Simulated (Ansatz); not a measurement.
Cu3Sb in space group P6/mmm (No. 191; Sb on 1a, Cu on 1b, Cu on 2c) at seven volumes, PBE (plane waves, PAW; program Ansatz), shape and atoms relaxed at each. One row is withheld.

| V (Å³/atom) | P (GPa) |
|---|---|
| 20.032 | 7.15 |
| 20.693 | 4.31 |
| 21.353 | 1.92 |
| 22.014 | 0.00 |
| 22.674 | -1.42 |
| 23.335 | -2.59 |
| 23.995 | ? |

### Question
Fit the shown pressures and predict the withheld one.

### Answer
Third-order Birch–Murnaghan: P = (3/2)B₀(x^(7/2) − x^(5/2))[1 + (3/4)(B′ − 4)(x − 1)] with x = (V₀/V)^(2/3). Least squares on the six rows gives V₀ = 22.035 Å³/atom, B₀ = 55.02 GPa, B′ = 6.66. At V = 23.995, x = 0.9448 and P = -3.52 GPa. The run itself gave -3.71 GPa.

The start of the workflow was typed in or built on a structure type; neither database checked (COD, Materials Project) lists it. Whether it is the stable phase at ambient conditions was not checked. Symmetry was held in the PBE relaxation; whether a distortion lowers the energy is not shown. No spin polarisation was allowed. Its formation energy is positive at this level, so the cell may be metastable or incomplete. Spin–orbit coupling is left out wherever it is not named.

Potentials: the later of the program's two PAW sets.
